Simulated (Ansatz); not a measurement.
Relax this structure to zero stress and force, keeping its symmetry:

Space group P6_3mc (No. 186). a = 3.092 Å, b = 3.092 Å, c = 5.074 Å, α = 90.00°, β = 90.00°, γ = 120.00°
| atom | site | symmetry | x | y | z |
| --- | --- | --- | --- | --- | --- |
| Si | 2b | 3m. | 0.3333 | 0.6667 | 0.0046 |
| C | 2b | 3m. | 0.3333 | 0.6667 | 0.3804 |

Theory: Ansatz, DFT LDA, scalar-relativistic, plane waves, PAW.

Settings: cutoff 420 eV, Γ-centred mesh 12×12×6 on the computed 4-atom cell, Gaussian smearing of 0.02 eV; no spin polarisation.

Q: What does it relax to?

A: The volume decreases by 0.36 Å³/atom to 10.14 Å³/atom, and the energy falls by 8.5 meV/atom. Final structure:
```cif
data_structure
_symmetry_space_group_name_H-M 'P6_3mc'
_symmetry_Int_Tables_number 186
_cell_length_a 3.0564
_cell_length_b 3.0564
_cell_length_c 5.0159
_cell_angle_alpha 90.000
_cell_angle_beta 90.000
_cell_angle_gamma 120.000
_cell_volume 40.58
loop_
_atom_site_label
_atom_site_type_symbol
_atom_site_symmetry_multiplicity
_atom_site_Wyckoff_symbol
_atom_site_fract_x
_atom_site_fract_y
_atom_site_fract_z
_atom_site_occupancy
Si1 Si 2 b 0.33333 0.66667 0.00460 1
C1 C 2 b 0.33333 0.66667 0.38040 1
```

Course of the relaxation (steps run on the plane waves of an earlier cell, and the basis is chosen afresh near the end, so energy and pressure can step there; trial steps that raised the energy were taken back; energies are free energies):

```
step E − E_final (meV/atom) largest force component (eV/Å) P (GPa) V (Å³/atom)
   1                     8.5                           0.001    -7.44        10.50
   2                     1.4                           0.005    -3.47        10.31
   3                    -0.7                           0.002     0.18        10.14
   4                    -0.7                           0.001     0.00        10.15
   5                     0.0                           0.001    -0.13        10.15
   6                     0.0                           0.000     0.00        10.14
   7                     0.0                           0.000     0.00        10.14
```

Cost: 1 run of about 0.56 core-minutes, on Intel Xeon Processor @ 2.70GHz (shared hosts).